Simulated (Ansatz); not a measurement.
# Fields on a plane of SnAu (NiAs type)

```xyz
4
Lattice="4.3327 0.0000 0.0000 -2.1663 3.7522 0.0000 0.0000 0.0000 5.5562" Properties=species:S:1:pos:R:3 pbc="T T T"
Sn     2.1663     1.2507     4.1672
Sn     0.0000     2.5015     1.3891
Au     0.0000     0.0000     2.7781
Au     0.0000     0.0000     0.0000
```

The slice is a (0001) plane (indices of the conventional cell) through the point (0.000, 0.000, 0.500) (fractional), spanned by u = [110] and v = [1 -1 0] in vectors of this cell: u (4.33 Å) and v (7.50 Å, at 90° to u). It covers one period; positions are fractions (u, v).

Atoms on it: Au at (0.00, 0.00); Au at (0.50, 0.50).

Level of theory: PBEsol (plane waves to 420 eV, PAW, scalar-relativistic; Ansatz, an electronic-structure program). k mesh 12×12×9. These are valence fields of a PAW run, semicore shells included where kept as valence: close to a nucleus they are smooth pseudo fields. SnAu was relaxed with its symmetry unable to fall. Spin-orbit coupling is left out, though Au is heavy.

```
|998866331100000011336688|
|665533110000000000113355|
|332211000000000000001122|
|111100000000000000000011|
|000000000000000000000000|
|000000000011111100000000|
|000000001122332211000000|
|000000113355665533110000|
|000011336688998866331100|
|000011337799999977331100|
|000011336688998866331100|
|000000113355665533110000|
|000000001122332211000000|
|000000000011111100000000|
|000000000000000000000000|
|111100000000000000000011|
|332211000000000000001122|
|665533110000000000113355|
|998866331100000011336688|
|999977331100000011337799|
```
Scale: ten equal steps from -0.98 (start of '0') to 1.18 (end of '9'), in the order '0123456789'. Values: log₁₀ of the valence density in e/Å³. The map has 12 points along u (two characters each, u = 0 at the left) and 20 along v (v = 0 in the bottom row). The scale is logarithmic, as a density can span decades between atoms and voids.

```
v \ u  0.00  0.08  0.17  0.25  0.33  0.42  0.50  0.58  0.67  0.75  0.83  0.92
-----  ----  ----  ----  ----  ----  ----  ----  ----  ----  ----  ----  ----
0.90   0.49  0.45  0.34  0.30  0.29  0.30  0.30  0.30  0.29  0.30  0.34  0.45
0.80   0.29  0.28  0.25  0.23  0.26  0.31  0.32  0.31  0.26  0.23  0.25  0.28
0.70   0.32  0.31  0.26  0.23  0.25  0.28  0.29  0.28  0.25  0.23  0.26  0.31
0.60   0.30  0.30  0.29  0.30  0.34  0.45  0.49  0.45  0.34  0.30  0.29  0.30
0.50   0.21  0.23  0.28  0.33  0.50     x     x     x  0.50  0.33  0.28  0.23
0.40   0.30  0.30  0.29  0.30  0.34  0.45  0.49  0.45  0.34  0.30  0.29  0.30
0.30   0.32  0.31  0.26  0.23  0.25  0.28  0.29  0.28  0.25  0.23  0.26  0.31
0.20   0.29  0.28  0.25  0.23  0.26  0.31  0.32  0.31  0.26  0.23  0.25  0.28
0.10   0.49  0.45  0.34  0.30  0.29  0.30  0.30  0.30  0.29  0.30  0.34  0.45
0.00      x     x  0.50  0.33  0.28  0.23  0.21  0.23  0.28  0.33  0.50     x
```

Values: electron localisation function (ELF). Points within 0.5 Å of a nucleus are blanked (x), as the pseudised field means little there.
